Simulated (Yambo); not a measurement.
How GW settings move the gap: NaCaIrH$_{6}$

G0W0@LDA for NaCaIrH$_{6}$ (space group F-43m, No. 216) in Yambo. Reference settings: 4×4×4 Γ-centred k mesh, bands 6 to 140 and a 7 Ry block in the screening, 140 bands in G with the Bruneval-Gonze terminator, plasmon pole fitted at 27.2 eV. The LDA gap W → X on this mesh is 3.18 eV; G0W0 gaps are taken between the same points.

```json
[
 {"change from the reference": "reference settings", "G0W0 gap W → X (eV)": "4.79", "shift of the valence edge (eV)": "-0.53", "rough Yambo cost": "1"},
 {"change from the reference": "37 bands in W, 37 bands in G", "G0W0 gap W → X (eV)": "4.88", "shift of the valence edge (eV)": "-0.09", "rough Yambo cost": "about 1/4"},
 {"change from the reference": "exchange cut at 5 Ry", "G0W0 gap W → X (eV)": "3.67", "shift of the valence edge (eV)": "2.49", "rough Yambo cost": "–"},
 {"change from the reference": "37 bands in W, 37 bands in G, 6 Ry block", "G0W0 gap W → X (eV)": "4.87", "shift of the valence edge (eV)": "-0.08", "rough Yambo cost": "about 1/4"},
 {"change from the reference": "55 bands in W, 55 bands in G, 4 Ry block", "G0W0 gap W → X (eV)": "4.70", "shift of the valence edge (eV)": "-0.20", "rough Yambo cost": "about 1/3"},
 {"change from the reference": "55 bands in W, 55 bands in G, 2 Ry block", "G0W0 gap W → X (eV)": "4.66", "shift of the valence edge (eV)": "-0.17", "rough Yambo cost": "about 1/3"},
 {"change from the reference": "80 bands in W, 80 bands in G, 2 Ry block", "G0W0 gap W → X (eV)": "4.64", "shift of the valence edge (eV)": "-0.28", "rough Yambo cost": "about 1/2"},
 {"change from the reference": "80 bands in W, 80 bands in G, 3 Ry block", "G0W0 gap W → X (eV)": "4.69", "shift of the valence edge (eV)": "-0.31", "rough Yambo cost": "about 1/2"},
 {"change from the reference": "80 bands in W, 80 bands in G, 6 Ry block", "G0W0 gap W → X (eV)": "4.77", "shift of the valence edge (eV)": "-0.38", "rough Yambo cost": "within a factor of two"},
 {"change from the reference": "109 bands in W, 109 bands in G, 3 Ry block", "G0W0 gap W → X (eV)": "4.68", "shift of the valence edge (eV)": "-0.38", "rough Yambo cost": "within a factor of two"},
 {"change from the reference": "6 Ry block", "G0W0 gap W → X (eV)": "4.77", "shift of the valence edge (eV)": "-0.51", "rough Yambo cost": "within a factor of two"},
 {"change from the reference": "37 bands in W, 37 bands in G, no terminator", "G0W0 gap W → X (eV)": "4.84", "shift of the valence edge (eV)": "0.29", "rough Yambo cost": "about 1/4"},
 {"change from the reference": "55 bands in W, 55 bands in G, no terminator", "G0W0 gap W → X (eV)": "4.73", "shift of the valence edge (eV)": "0.11", "rough Yambo cost": "about 1/3"},
 {"change from the reference": "80 bands in W, 80 bands in G, no terminator", "G0W0 gap W → X (eV)": "4.74", "shift of the valence edge (eV)": "-0.08", "rough Yambo cost": "within a factor of two"},
 {"change from the reference": "109 bands in W, 109 bands in G, 3 Ry block, no terminator", "G0W0 gap W → X (eV)": "4.65", "shift of the valence edge (eV)": "-0.23", "rough Yambo cost": "within a factor of two"}
]
```

The reference isn't shown to be the converged limit. Costs are rough (shared machines), scaled to the same edge states, and given only for runs that recompute the screening.

Without spin-orbit coupling, band edges of such heavy elements can be off by tenths of an eV.

Geometry of the Materials Project entry, not relaxed at this level; primitive cell a = b = c = 5.110 Å, α = β = γ = 60.00°.

The structure is a Materials Project entry; no match was found in the copy of COD used, and its stability was not checked.

A shift is the quasiparticle energy of the state minus its LDA energy.
